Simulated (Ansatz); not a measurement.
AgTiS₂ in space group P-3m1 (No. 164; S on 2d, Ti on 1a, Ag on 1b) at seven volumes, the program Ansatz at the r²SCAN+D4 level (PAW), shape and atoms relaxed at each. One row is withheld.

```json
[
 {"V (Å³/atom)": "15.721", "P (GPa)": "11.37"},
 {"V (Å³/atom)": "16.239", "P (GPa)": "6.90"},
 {"V (Å³/atom)": "16.757", "P (GPa)": "?"},
 {"V (Å³/atom)": "17.276", "P (GPa)": "0.00"},
 {"V (Å³/atom)": "17.794", "P (GPa)": "-2.62"},
 {"V (Å³/atom)": "18.312", "P (GPa)": "-4.82"},
 {"V (Å³/atom)": "18.831", "P (GPa)": "-6.65"}
]
```

Q: Fit the shown pressures and predict the withheld one.

A: P = (3/2)B₀(x^(7/2) − x^(5/2))[1 + (3/4)(B′ − 4)(x − 1)] with x = (V₀/V)^(2/3). Least squares on the six rows gives V₀ = 17.277 Å³/atom, B₀ = 95.5 GPa, B′ = 4.93. At V = 16.757, x = 1.0206 and P = 3.15 GPa. The run itself gave 3.15 GPa.

The cell is a constructed one: a structure type filled with these elements; neither database checked (COD, Materials Project) lists it. Whether it is the stable phase at ambient conditions was not checked. The r²SCAN+D4 relaxation kept the symmetry of its start; its stability against distortions is not shown here. The run is not spin-polarised.

Potentials: the later of the program's two PAW sets.
